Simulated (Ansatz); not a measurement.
# ZnSe under several functionals and dispersion corrections (calculated)

Starting cell:

```yaml
crystal:
  lattice:
    - [0.00000, 2.83380, 2.83380]
    - [2.83380, 0.00000, 2.83380]
    - [2.83380, 2.83380, 0.00000]
  atoms:
    - { symbol: Zn, position: [0.00000, 0.00000, 0.00000] }
    - { symbol: Se, position: [0.75000, 0.75000, 0.75000] }
```

Ansatz, plane waves and PAW, scalar-relativistic (no spin–orbit coupling), 8×8×8 k-mesh. No spin polarisation. In the setting of the table the starting cell (space group F-43m) has 4.008 × 4.008 × 4.008 Å, angles 60.0 / 60.0 / 60.0°. Each functional was followed to zero pressure by scaling the cell, shape and atoms held, then fitted over four more volumes within ±4 % of it.

(1) What cell, stiffness and gap does each give?

## Answers

(1) 
```csv
functional,V0 (Å³/atom),cell,B0 (GPa),B′ from the pressures,gap on the mesh,cutoff (eV)
mr2SCAN,22.73,"4.006 × 4.006 × 4.006 Å, angles 60.0 / 60.0 / 60.0°",65,4.4,1.87 eV,500
PBE + D3(BJ),22.61,"3.999 × 3.999 × 3.999 Å, angles 60.0 / 60.0 / 60.0°",63,4.5,1.31 eV,420
r2SCAN + rVV10,22.43,"3.988 × 3.988 × 3.988 Å, angles 60.0 / 60.0 / 60.0°",68,4.4,1.88 eV,500
r2SCAN + D3(BJ)-ATM,22.46,"3.990 × 3.990 × 3.990 Å, angles 60.0 / 60.0 / 60.0°",68,4.4,1.92 eV,500
revPBE + D4,22.47,"3.991 × 3.991 × 3.991 Å, angles 60.0 / 60.0 / 60.0°",64,4.6,1.46 eV,420
```

The volumes span 1.4 %, from r2SCAN + rVV10 to mr2SCAN. The stiffness doesn't follow the volume steadily: stiffest r2SCAN + rVV10 (68 GPa at 22.43 Å³/atom) and r2SCAN + D3(BJ)-ATM (68 GPa at 22.46 Å³/atom), softest PBE + D3(BJ) (63 GPa at 22.61 Å³/atom), yet mr2SCAN is stiffer than PBE + D3(BJ) in a larger cell (65 against 63 GPa).

Caveats: gaps at these levels are rough, and mostly too small.

Points behind the fit for revPBE + D4:

```tsv
V (Å³/atom)	E − Emin (meV/atom)	P (GPa)
21.570	7.70	2.85
22.020	1.87	1.35
22.469	0.00	0.00
22.918	1.74	-1.20
23.368	6.64	-2.27
```
